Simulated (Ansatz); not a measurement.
A relaxation computed with Ansatz, from input to last step.

```yaml
crystal:
  lattice:
    - [5.9077390143, 0.0, 0.0]
    - [0.0, 3.6172263617, 0.0]
    - [0.0, 0.0, 6.40188883]
  atoms:
    - { symbol: Ge, position: [0.8121813027, 0.75, 0.5774524592] }
    - { symbol: Ge, position: [0.1878186973, 0.25, 0.4225475408] }
    - { symbol: Ge, position: [0.6878186973, 0.25, 0.0774524592] }
    - { symbol: Ge, position: [0.3121813027, 0.75, 0.9225475408] }
    - { symbol: Pd, position: [0.9985529133, 0.75, 0.192540076] }
    - { symbol: Pd, position: [0.0014470867, 0.25, 0.807459924] }
    - { symbol: Pd, position: [0.5014470867, 0.25, 0.692540076] }
    - { symbol: Pd, position: [0.4985529133, 0.75, 0.307459924] }
basis:
  ecutwfc: 500
kpoints:
  mp_grid: { grid: [6, 10, 6] }
hamiltonian:
  xc: r2scan
scf:
  occupations: { method: gaussian, width: 0.1 }
output:
  forces: true
  stress: true
  eigenvalues: true
relax:
  adjacent_minimum: "off"
  f_tol: 0.01
  max_steps: 30
  cell: { stress_tol: 0.1, fix: [volume] }
```

```bash
ansatz run input.yaml --threads 2 --pin off --max-ram 5120MiB --backend cpu --events-out ev --progress --plain --runs-dir out
```

Computed with DFT r2SCAN, scalar-relativistic, plane waves, PAW in Ansatz 0.2.0.

The volume is held at 1.06 times that of the relaxed cell.

Of 4 frames 3 are shown, positions in Å and forces in eV/Å; the SCF threshold varies from step to step. Steps run on the plane waves of an earlier cell, with a Pulay correction in the pressure. The basis is chosen afresh for the last frame, the zero of the energies, and at times for earlier ones too; energy and pressure can step there, also at an unchanged geometry. Where two frames share a geometry here, they differ by under 2 meV/atom and 0.3 GPa.

```xyz
8
Lattice="5.9077 0.0000 0.0000 0.0000 3.6172 0.0000 0.0000 0.0000 6.4019" Properties=species:S:1:pos:R:3:forces:R:3 pbc="T T T" step=1 free_energy_over_end_meV_per_atom=0.46 pressure_GPa=-7.09
Ge    4.7982    2.7129    3.6968   -0.0463    0.0000    0.0062
Ge    1.1096    0.9043    2.7051    0.0463    0.0000   -0.0062
Ge    4.0635    0.9043    0.4958    0.0463    0.0000    0.0062
Ge    1.8443    2.7129    5.9060   -0.0463    0.0000   -0.0062
Pd    5.8992    2.7129    1.2326    0.0555    0.0000    0.0340
Pd    0.0085    0.9043    5.1693   -0.0555    0.0000   -0.0340
Pd    2.9624    0.9043    4.4336   -0.0555    0.0000    0.0340
Pd    2.9453    2.7129    1.9683    0.0555    0.0000   -0.0340
8
Lattice="5.8988 0.0000 0.0000 0.0000 3.6216 0.0000 0.0000 0.0000 6.4038" Properties=species:S:1:pos:R:3:forces:R:3 pbc="T T T" step=2 free_energy_over_end_meV_per_atom=0.07 pressure_GPa=-6.82
Ge    4.7775    2.7162    3.6994    0.0016    0.0000    0.0100
Ge    1.1213    0.9054    2.7044   -0.0016    0.0000   -0.0100
Ge    4.0707    0.9054    0.4975   -0.0016    0.0000    0.0100
Ge    1.8281    2.7162    5.9063    0.0016    0.0000   -0.0100
Pd    5.8993    2.7162    1.2456    0.0188    0.0000   -0.0225
Pd   -0.0005    0.9054    5.1583   -0.0188    0.0000    0.0225
Pd    2.9489    0.9054    4.4475   -0.0188    0.0000   -0.0225
Pd    2.9499    2.7162    1.9564    0.0188    0.0000    0.0225
8
Lattice="5.8965 0.0000 0.0000 0.0000 3.6269 0.0000 0.0000 0.0000 6.3970" Properties=species:S:1:pos:R:3:forces:R:3 pbc="T T T" step=4 free_energy_over_end_meV_per_atom=0.00 pressure_GPa=-6.81
Ge    4.7762    2.7202    3.6992    0.0058    0.0000    0.0042
Ge    1.1203    0.9067    2.6977   -0.0058    0.0000   -0.0042
Ge    4.0686    0.9067    0.5007   -0.0058    0.0000    0.0042
Ge    1.8279    2.7202    5.8962    0.0058    0.0000   -0.0042
Pd    5.8996    2.7202    1.2410    0.0095    0.0000   -0.0036
Pd   -0.0031    0.9067    5.1560   -0.0095    0.0000    0.0036
Pd    2.9452    0.9067    4.4395   -0.0095    0.0000   -0.0036
Pd    2.9513    2.7202    1.9575    0.0095    0.0000    0.0036
```

It took 3 min on 2 threads of Oxide Virtual Turin-like Processor (Zen 5) (shared host), peak memory 1.3 GiB.